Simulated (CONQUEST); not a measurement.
Checks by hand on SrHIO (Pnma, 16 atoms in the cell; from Materials Project mp-643385, lattice scaled a little)

```
SrHIO
1.0
    7.99215     0.00000     0.00000
    0.00000     4.39869     0.00000
    0.00000     0.00000    11.15836
Sr H I O
4 4 4 4
Direct
  0.17848   0.25000   0.92199
  0.82152   0.75000   0.07801
  0.32152   0.75000   0.42199
  0.67848   0.25000   0.57801
  0.28211   0.25000   0.59750
  0.71789   0.75000   0.40250
  0.21789   0.75000   0.09750
  0.78211   0.25000   0.90250
  0.02280   0.75000   0.68026
  0.97720   0.25000   0.31974
  0.47720   0.25000   0.18026
  0.52280   0.75000   0.81974
  0.36695   0.25000   0.53186
  0.63305   0.75000   0.46814
  0.13305   0.75000   0.03186
  0.86695   0.25000   0.96814
```

Method: PBEsol, numerical atomic orbitals double-zeta with polarisation (the shipped basis), PseudoDojo norm-conserving potentials made for PBEsol in CONQUEST.

Main settings: basis = DZP; Diag.MPMeshX, Y, Z = 3 5 2; potentials = PseudoDojo norm-conserving PBEsol; Grid.GridCutoff = 140 Ha; DM.SolutionMethod = diagon; Diag.SmearingType = 1; Diag.kT = 0.001837 Ha; Diag.GammaCentred = true.

Spin-orbit coupling is left out, which matters for bands and gaps with elements this heavy. The program uses no crystal symmetry, so grid and mesh can part values that symmetry would make equal. The atom-centred basis is finite, which shifts total energies, pressures and forces against plane waves. The structure comes from a collection of computed structures, made at another level of theory; the collection holds predicted forms beside known ones. Its lattice was then scaled.

A band-structure run on this density gave a gap of 3.41 eV along the path. From the bottom of the conduction band at Γ toward X, the level moves away from the edge by 0.0607 eV at Δk = 0.0649 Å⁻¹ and by 0.2286 eV at Δk = 0.1299 Å⁻¹. From the top of the valence band at Γ toward X, the level moves away from the edge by 0.0397 eV at Δk = 0.0649 Å⁻¹ and by 0.1211 eV at Δk = 0.1299 Å⁻¹.

### Question
Estimate the effective masses, and the wavelength of a photon at the gap.

### Answer
For a parabola ΔE = ħ²Δk²/(2m*), with ħ²/(2mₑ) = 3.810 eV Å², so m*/mₑ = 3.810 Δk²/ΔE. At the bottom of the conduction band: 3.810 × 0.0649²/0.0607 = 0.26 from the nearer point and 0.28 from the farther. At the top of the valence band: 3.810 × 0.0649²/0.0397 = 0.40 from the nearer point and 0.53 from the farther. Where the two differ the band is not parabolic over this range, and the mass at the edge lies beyond the nearer value. These are masses along one direction, for the outermost band, at this level of theory and without spin-orbit coupling. The gap corresponds to λ = 1239.8 nm eV/3.41 eV = 364 nm; semi-local functionals usually give gaps below the measured ones.
